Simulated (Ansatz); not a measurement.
LaSiNi$_{4}$ in space group Cmmm (No. 65; La on 2a, Si on 2c, Ni on 4i, Ni on 4f), DFT-PBE in the program Ansatz with PAW potentials, all energies at zero smearing, with the estimated change up to a 700 eV cutoff added, with one set of potentials and settings (totals compare only within such a set). Cell of 6 atoms (1 La, 1 Si, 4 Ni): -30248.252 eV.

```tsv
element	reference phase	E (eV/atom)
La	P6_3/mmc, 4 atoms in the cell	-6250.3045
Si	Fd-3m, 2 atoms in the cell	-635.8114
Ni	Fm-3m, 1 atoms in the cell, spin-polarised	-5839.7295
```

Formation energy per atom, worked out: (-30248.252 − 1×(-6250.3045) − 1×(-635.8114) − 4×(-5839.7295))/6 = -0.536 eV/atom (-52 kJ per mol of atoms), at 0 K, without zero-point energy or fitted corrections.

The first step of the workflow began from a Materials Project structure, measured or hypothetical; the Crystallography Open Database copy checked does not list it. Its standing as an ambient phase is unchecked. The cell was relaxed with PBE under the symmetry of its start; its stability against distortions is not shown here. The run is not spin-polarised. The references are the lowest solids computed at this level, not always the standard phases. Spin–orbit coupling is left out wherever it is not named.

Potentials: the earlier of the program's two PAW sets.
